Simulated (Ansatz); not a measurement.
AlCu (space group C2/m)

```
AlCu
1.0
    5.97605    -2.03048     0.00000
    5.97605     2.03048     0.00000
   -3.90277     0.00000     5.60677
Cu Al
5 5
Cartesian
  0.00000   0.00000   0.00000
  2.15237   0.00000   1.34010
  5.89695   0.00000   4.26666
 -1.70790   0.00000   4.33063
  9.75722   0.00000   1.27614
  4.02466   0.00000   2.80338
  0.06210   0.00000   2.57818
  7.98722   0.00000   3.02859
  0.63183   0.00000   5.57436
  7.41749   0.00000   0.03241
```

The volume is varied about the relaxed value V₀ at fixed cell shape. The atoms relax within the cell's symmetry.

Calculation: PBEsol (plane waves to 420 eV, PAW, scalar-relativistic; Ansatz, a first-principles code). k mesh 12×12×9 (Γ-centred), Fermi-Dirac smearing 0.05 eV. Compression counts positive. AlCu is run without spin polarisation. AlCu was relaxed with its symmetry unable to fall.

At one point of the scan the stress tensor (GPa) is:

```
   -4.0      0.0     -0.1
    0.0     -4.0      0.0
   -0.1      0.0     -3.5
```

### Question
Which point is it?
A) V/V₀ = 1.033
B) V/V₀ = 1.083
C) V/V₀ = 1.050
D) V/V₀ = 1.100

### Answer
A, V/V₀ = 1.033

(Under strain, the slope of the energy per volume gives the stress and its curvature an elastic modulus.)
